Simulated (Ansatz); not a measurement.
CdIn$_{2}$Te$_{4}$:
Space group I-4 (No. 82); a = b = 6.362 Å, c = 12.582 Å, α = β = γ = 90.00°

```csv
atom,site,symmetry,x,y,z
Cd,2a,-4..,0.0000,0.0000,0.0000
In,2b,-4..,0.0000,0.0000,0.5000
In,2d,-4..,0.5000,0.0000,0.2500
Te,8g,1,0.2272,0.2679,0.3639
```
(The calculation used a cell of 7 atoms; values per cell refer to that cell.)

Relaxed with r²SCAN.

Task: Which orbitals make up the states near the band edges in the program Ansatz at the r²SCAN level (PAW)?

Result: Top 1 eV of the valence band: Te 5p 90 %. Bottom 1 eV of the conduction band: Te 5p 45 %, In 5s 34 %, In 5p 7 %, outside the projected shells 6 %. Projections are on Löwdin-orthogonalised atomic valence shells; empty p or d shells of many metals are not among them.

Task: Tabulate the density of states.

Result: States/eV per cell of 7 atoms, in 0.25 eV bins, energy from the valence-band maximum.

| E (eV) | total | Te 5p | In 5p | In 5s |
|---|---|---|---|---|
| -7.85 | 0.00 | 0.00 | 0.00 | 0.00 |
| -7.60 | 0.00 | 0.00 | 0.00 | 0.00 |
| -7.35 | 0.00 | 0.00 | 0.00 | 0.00 |
| -7.10 | 0.00 | 0.00 | 0.00 | 0.00 |
| -6.85 | 0.00 | 0.00 | 0.00 | 0.00 |
| -6.60 | 0.00 | 0.00 | 0.00 | 0.00 |
| -6.35 | 0.00 | 0.00 | 0.00 | 0.00 |
| -6.10 | 0.00 | 0.00 | 0.00 | 0.00 |
| -5.85 | 0.00 | 0.00 | 0.00 | 0.00 |
| -5.60 | 1.27 | 0.53 | 0.02 | 0.67 |
| -5.35 | 5.39 | 2.33 | 0.16 | 2.53 |
| -5.10 | 2.24 | 1.00 | 0.08 | 0.92 |
| -4.85 | 4.00 | 1.82 | 0.15 | 1.40 |
| -4.60 | 3.08 | 1.37 | 0.10 | 1.06 |
| -4.35 | 0.04 | 0.02 | 0.00 | 0.01 |
| -4.10 | 1.22 | 0.67 | 0.15 | 0.02 |
| -3.85 | 1.94 | 1.10 | 0.20 | 0.05 |
| -3.60 | 3.07 | 1.80 | 0.24 | 0.09 |
| -3.35 | 1.71 | 1.09 | 0.08 | 0.08 |
| -3.10 | 0.57 | 0.41 | 0.12 | 0.01 |
| -2.85 | 5.96 | 4.18 | 1.43 | 0.05 |
| -2.60 | 6.43 | 4.60 | 1.40 | 0.09 |
| -2.35 | 5.70 | 4.19 | 1.14 | 0.06 |
| -2.10 | 6.52 | 4.98 | 1.14 | 0.06 |
| -1.85 | 6.26 | 5.00 | 0.91 | 0.05 |
| -1.60 | 8.54 | 7.14 | 0.91 | 0.08 |
| -1.35 | 6.91 | 5.79 | 0.72 | 0.05 |
| -1.10 | 7.24 | 6.28 | 0.46 | 0.06 |
| -0.85 | 4.88 | 4.28 | 0.29 | 0.03 |
| -0.60 | 6.92 | 6.18 | 0.34 | 0.04 |
| -0.35 | 4.90 | 4.46 | 0.18 | 0.02 |
| -0.10 | 1.21 | 1.12 | 0.03 | 0.00 |
| 0.15 | 0.00 | 0.00 | 0.00 | 0.00 |
| 0.40 | 0.00 | 0.00 | 0.00 | 0.00 |
| 0.65 | 0.00 | 0.00 | 0.00 | 0.00 |
| 0.90 | 0.00 | 0.00 | 0.00 | 0.00 |
| 1.15 | 0.00 | 0.00 | 0.00 | 0.00 |
| 1.40 | 0.01 | 0.00 | 0.00 | 0.00 |
| 1.65 | 0.11 | 0.04 | 0.00 | 0.03 |
| 1.90 | 1.54 | 0.67 | 0.10 | 0.51 |
| 2.15 | 5.16 | 2.37 | 0.35 | 1.76 |
| 2.40 | 6.03 | 2.81 | 0.49 | 1.99 |
| 2.65 | 2.44 | 1.10 | 0.28 | 0.76 |
| 2.90 | 2.60 | 0.74 | 0.75 | 0.28 |
| 3.15 | 4.19 | 1.02 | 1.23 | 0.11 |
| 3.40 | 4.31 | 1.09 | 1.33 | 0.12 |
| 3.65 | 3.24 | 0.75 | 1.26 | 0.06 |
| 3.90 | 3.56 | 0.74 | 1.68 | 0.05 |
| 4.15 | 4.94 | 1.07 | 2.53 | 0.06 |
| 4.40 | 5.23 | 1.22 | 2.47 | 0.09 |
| 4.65 | 5.89 | 1.19 | 2.49 | 0.11 |
| 4.90 | 5.12 | 0.88 | 2.11 | 0.04 |
| 5.15 | 6.47 | 1.11 | 2.60 | 0.04 |
| 5.40 | 5.64 | 0.89 | 1.99 | 0.04 |
| 5.65 | 5.71 | 0.87 | 1.75 | 0.05 |
| 5.90 | 5.27 | 0.48 | 0.86 | 0.03 |
| 6.15 | 5.50 | 0.46 | 0.83 | 0.03 |

The workflow started from a Materials Project entry (that database holds measured and hypothetical structures alike); the Crystallography Open Database files this formula in space group No. 82, but the cells were not matched. Its standing as an ambient phase is unchecked. The cell was relaxed with r²SCAN under the symmetry of its start; whether a distortion lowers the energy is not shown. Spin–orbit coupling is left out wherever it is not named.

Potentials: the earlier of the program's two PAW sets.
